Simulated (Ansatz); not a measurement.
## Al$_{3}$Ir$_{5}$: reading a single point

```
CELL_PARAMETERS angstrom
3.83912 3.55660 0.00000
3.83912 -3.55660 0.00000
0.00000 0.00000 -3.77459
ATOMIC_POSITIONS crystal
Al 0.25000 0.25000 0.50000
Al 0.75000 0.75000 0.50000
Ir 0.50000 0.00000 0.00000
Ir 0.00000 0.50000 0.00000
Ir 0.50000 0.50000 0.00000
Al 0.00000 0.00000 0.00000
Ir 0.22500 0.77500 0.50000
Ir 0.77500 0.22500 0.50000
```

Single point in Ansatz 0.2.0 with r2SCAN, no spin polarisation. Cutoff 500 eV, PAW datasets, 6×6×9 Γ-centred k mesh, gaussian filling (width 0.0658 eV).

(1) Is it stable against the elements?

(2) Metal or insulator?

(3) Where is the largest force?

(4) What does the stress say?

Origin: a known structure type with other elements, at an estimated volume, so it need not be a known compound. Caveats: atoms or cell far from equilibrium.

Answers

(1) -0.51 eV an atom against the elements' usual phases (free molecules for gases, crystals otherwise, with no correction for O₂ or N₂), so it is bound against them; other compounds may still compete. Relaxing would lower it.

(2) It is a metal, with about 5.8 states/eV a cell as the mean within 0.25 eV of the Fermi level, mostly Ir d (76 %).

(3) The largest is on Al2 (and as large on other atoms): 1.74 eV/Å, components (-1.74, 0.00, 0.00). It makes 140° with the line to a nearest neighbour, Ir7 at 2.50 Å, pointing away from it.

(4) The pressure is 24.8 GPa (compression positive), so with the atoms held at these fractions the cell would first expand; the forces are large, so a full relaxation may end otherwise. The principal stresses 16.5, 28.8, 29.0 GPa differ, so its shape would change too.
